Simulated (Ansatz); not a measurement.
SiGe in space group Pmma (No. 51; Si on 2e, Ge on 2f) at seven volumes, r²SCAN in the plane-wave PAW code Ansatz, shape and atoms relaxed at each. One row is withheld.

| V (Å³/atom) | P (GPa) |
|---|---|
| 19.427 | 9.86 |
| 20.067 | 6.02 |
| 20.708 | ? |
| 21.348 | 0.00 |
| 21.988 | -2.35 |
| 22.629 | -4.33 |
| 23.269 | -6.00 |

### Question
Fit the shown pressures and predict the withheld one.

### Answer
P = (3/2)B₀(x^(7/2) − x^(5/2))[1 + (3/4)(B′ − 4)(x − 1)] with x = (V₀/V)^(2/3). Least squares on the six rows gives V₀ = 21.347 Å³/atom, B₀ = 84.6 GPa, B′ = 4.51. At V = 20.708, x = 1.0205 and P = 2.75 GPa. The run itself gave 2.77 GPa.

The start of the workflow was typed in or built on a structure type; neither database checked (COD, Materials Project) lists it. Its standing as an ambient phase is unchecked. Symmetry was held in the r²SCAN relaxation; its stability against distortions is not shown here.

Potentials: the earlier of the program's two PAW sets.
